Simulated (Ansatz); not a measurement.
# Formation energy of NbP

Method: r²SCAN, scalar-relativistic; no spin polarisation; PAW, 500 eV, Γ-centred 14×14×14 mesh, 0.05 eV Gaussian smearing; code Ansatz; PAW files: Ansatz's generated set soft_2.

The chain of runs began from a structure of the Materials Project database, expanded in volume; all values here are this work's own. Such entries can be computed or ordered models and not known phases.

Symmetry: I4_1md, No. 109, tetragonal system. The conventional cell has a = 3.339 Å, b = 3.339 Å, c = 11.457 Å, α = 90.00°, β = 90.00°, γ = 90.00°. Nb (site symmetry 2mm) has 6 P at 2.54 to 2.55 Å as nearest neighbours. P (site symmetry 2mm) is surrounded by 6 Nb at 2.54 to 2.55 Å. (Neighbours are counted to 15 % beyond the shortest distance.)

The elements were computed in their standard states with the same datasets, cutoff and functional. Absolute energies hang on the potentials; compare differences alone.

Energy of the relaxed cell (4 atoms, smearing extrapolated to zero): -10650.016 eV. Elements, in eV/atom: Nb -4563.629, P -759.165.

What is the formation energy?

[-10650.016 − (2 × -4563.629 + 2 × -759.165)] / 4 = -1.11 eV/atom, or -107 kJ per mole of atoms.

The value is for 0 K, without zero-point energy. A negative value shows stability against the elements alone, not against other compounds or structures.
